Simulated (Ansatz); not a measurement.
# Formation energy of YbSe2 (fluorite structure)

The computed numbers are results of PBE, scalar-relativistic (collinear spin) in the plane-wave PAW code Ansatz at 420 eV, 10×10×10 k-mesh, Gaussian smearing of 0.05 eV. The datasets are Ansatz's generated set soft_2.

The start was a prototype's sites filled with these elements, not a measured cell.

It takes space group Fm-3m (No. 225, cubic). Conventional cell: a = 6.817 Å, b = 6.817 Å, c = 6.817 Å, α = 90.00°, β = 90.00°, γ = 90.00°. Yb (site symmetry m-3m) has 8 Se at 2.95 Å as nearest neighbours. Se (site symmetry -43m) is surrounded by 4 Yb at 2.95 Å. (Shells end 15 % past the nearest neighbour.)

The elements were computed in their standard states with the same datasets, cutoff and functional. Absolute energies hang on the potentials; compare differences alone.

Energy of the relaxed cell (3 atoms, smearing extrapolated to zero): -24736.417 eV. Elements, in eV/atom: Yb -13795.026, Se -5469.079.

Question: What is the formation energy?

Answer: [-24736.417 − (1 × -13795.026 + 2 × -5469.079)] / 3 = -1.08 eV/atom, or -104 kJ per mole of atoms.

The value is for 0 K, without zero-point energy. Uncorrected semilocal values for oxides, chalcogenides and halides often miss by tenths of an eV an atom. A negative value shows stability against the elements alone, not against other compounds or structures.

Without a U the 4f levels of Yb lie too near the Fermi level, so their share of the states there, and what hangs on it, is overstated. Scalar-relativistic only: spin–orbit splittings of the heavy atoms' levels are missing. A displaced or strained copy of the relaxed cell lay 2.3 meV/atom lower, so the structure isn't a true minimum at this level, unless the mesh, which matters in a metal, makes it so.
